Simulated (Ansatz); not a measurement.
Ca: how the k-point mesh moves the results

All numbers below come from DFT r2SCAN, scalar-relativistic, plane waves, PAW (Ansatz 0.2.0).

```
CELL_PARAMETERS angstrom
1.97128 -3.39549 0.00000
1.97128 3.39549 0.00000
0.00000 0.00000 6.50911
ATOMIC_POSITIONS crystal
Ca 0.83559 0.16441 0.25000
Ca 0.16441 0.83559 0.75000
```

```json
{
  "plane-wave cutoff": "500 eV",
  "occupation rule": "Gaussian smearing, 0.1 eV",
  "spin treatment": "unpolarised"
}
```

The atoms stay fixed while the k-point mesh is varied. ΔE is the energy extrapolated to zero smearing, less that of the reference run (20×20×12). The cell isn't necessarily relaxed at this level. The meshes are Γ-centred. Pressure is positive in compression.

One run gave ΔE = 139 meV/atom and P = 0.29 GPa. Which k-point mesh did it use, of 1×1×1, 2×2×1, 4×4×2, 6×6×4, 8×8×4, 10×10×6, 12×12×6, 12×12×8, 14×14×8, 16×16×8, 18×18×10?

2×2×1. All runs:

| mesh | ΔE (meV/atom) | P (GPa) | largest change of a force component (eV/Å) | irreducible points |
| --- | --- | --- | --- | --- |
| 1×1×1 | -2289 | -3.98 | 0.010 | 1 |
| 2×2×1 | 139 | 0.29 | 0.003 | 3 |
| 4×4×2 | -5.06 | -0.08 | 0.002 | 14 |
| 6×6×4 | 13.4 | -0.11 | 0.000 | 39 |
| 8×8×4 | -2.19 | -0.10 | 0.000 | 63 |
| 10×10×6 | -0.31 | -0.06 | 0.000 | 124 |
| 12×12×6 | 0.14 | -0.07 | 0.000 | 172 |
| 12×12×8 | 0.99 | -0.08 | 0.000 | 215 |
| 14×14×8 | -0.54 | -0.08 | 0.000 | 285 |
| 16×16×8 | 0.47 | -0.08 | 0.000 | 365 |
| 18×18×10 | 0.48 | -0.07 | 0.000 | 546 |
| 20×20×12 | 0.00 | -0.07 | 0.000 | 777 |

This form isn't the element's structure at ambient conditions.